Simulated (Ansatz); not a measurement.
# Ansatz run, PbSe

The input, for Ansatz 0.2.0 (plane waves, PAW):

```yaml
crystal:
  lattice:
    - [0.0, 3.059419, 3.059419]
    - [3.059419, 0.0, 3.059419]
    - [3.059419, 3.059419, 0.0]
  atoms:
    - { symbol: Pb, position: [0.0, 0.0, 0.0] }
    - { symbol: Se, position: [0.5, 0.5, 0.5] }
  symmetry: { tolerance: 0.0003 }
kpoints:
  mp_grid: { grid: [7, 7, 7], shift: [0, 0, 0] }
  band_path:
    path:
      - [0.0, 0.0, 0.0]
      - [0.5, 0.0, 0.5]
      - [0.625, 0.25, 0.625]
      - [0.375, 0.375, 0.75]
      - [0.0, 0.0, 0.0]
      - [0.5, 0.5, 0.5]
      - [0.5, 0.25, 0.75]
      - [0.5, 0.0, 0.5]
    npoints: 8
magnetization:
  spin_polarized: false
scf:
  occupations: { method: fermi_dirac }
  lower_state_search: "off"
  max_iter: 200
hamiltonian:
  pseudopotentials: { kind: paw }
  xc: pbe
basis:
  ecutwfc: 420
  fft_grid_basis: typed
output:
  forces: true
  stress: true
  eigenvalues: true
  bader: true
  populations: true
  elf: true
  write_potential: true
  volumetric_format: npy
  dos:
    e_range: [-12, 8]
    de: 0.05
    projected: { site_lists: { Pb: [Pb], Se: [Se] } }
checkpoint:
  read: saved_state
```

The saved state is an earlier solution for the same cell, perhaps on another mesh. 

Parts of the output:

```
SCF iter   1: F=—  Δρ=5.64e-4  dr2=1.44e-4
SCF iter   2: F=—  Δρ=2.24e-4  dr2=2.16e-5
SCF iter   3: F=—  Δρ=1.11e-4  dr2=4.61e-6
SCF iter   4: F=—  Δρ=2.51e-5  dr2=2.33e-7
SCF iter   5: F=-17376.6040 eV  Δρ=4.97e-6  dr2=6.95e-9
Free energy (F): -17376.6040 eV
Harris-Foulkes:  -17376.6040 eV  (|F-HF|=6.09e-9)
Internal energy: -17376.6030 eV  (E = F + TS)
E sigma→0 (E₀):  -17376.6035 eV
Entropy (-TS):   -0.0010 eV (-0.483 meV/atom)
Fermi energy:    9.2535 eV
--- Per-component energies (eV) ---
  E_band       = -424.7015
  E_kinetic    = 406.2860
  E_local      = -3525.5138  (includes V_loc(G=0)·N_el)
  E_nonlocal   = -245.9305
  E_hartree    = 1642.0158
  E_xc         = -325.8441
  E_vxc        = -231.5654  (∫ρ·V_xc dr)
  E_paw        = -12314.6969  (= ΣΔE_a)
  E_vpaw       = -112.0075  (= ΣTr[D̂ρ^β])
  E_aug_tail   = -0.0005  (compensation charges beyond the density's cutoff)
  E_ewald      = -3012.9191
  E_smearing   = -0.0010  (= −TS)
--- Stress (GPa, compression-positive) ---
        2.4437       0.0000       0.0000
        0.0000       2.4437       0.0000
        0.0000       0.0000       2.4437
  P = ⅓ Tr σ = 2.4437 GPa (24.437 kbar)
--- Löwdin populations: 2 sites ---
  site symbol       q [e]
     0     Pb     13.5623
     1     Se     16.3832
  spilling = 0.0018 (of n_electrons = 30.0000)
--- Bader charges: 2 sites ---
  site symbol  charge [e]  shift [e]
     0     Pb      0.8716     0.0000
     1     Se     -0.8716     0.0000
```

Origin: a database entry at a rescaled volume.
